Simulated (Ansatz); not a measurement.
Values for one crystal, relaxed and computed with PBEsol (plane waves, PAW; program Ansatz); other levels are named.

```yaml
volume_per_atom: 15.69 Å³
electronic_character: metallic (no gap)
mechanical_stability: stable (all eigenvalues of C positive)
Bulk modulus (Birch–Murnaghan fit): 179 GPa
debye_temperature_from_the_elastic_constants: 323 K
Elastic constants (relaxed ions, GPa): C11 = 246, C12 = 145, C44 = 82.6
Pressure derivative B′: 5.4
```

Task: Which compound is it?
A. SnPd3, Cu3Au type
B. Bi2Pd, MoSi2 or CaC2 type
C. CrIr3, Cu3Au type
D. ScPd, CsCl type

Result: A, SnPd3, Cu3Au type

Space group Pm-3m (Cu3Au type). The workflow started from an entry of the Crystallography Open Database (COD), which files this formula under 2 space groups. Whether it is the stable phase at ambient conditions was not checked. Symmetry was held in the PBEsol relaxation; its stability against distortions is not shown here. The run is not spin-polarised. As this level gives no gap, shear constants depend on the k-mesh and smearing (Fermi–Dirac, 0.1 eV here). Spin–orbit coupling is left out wherever it is not named.

Potentials: the later of the program's two PAW sets.
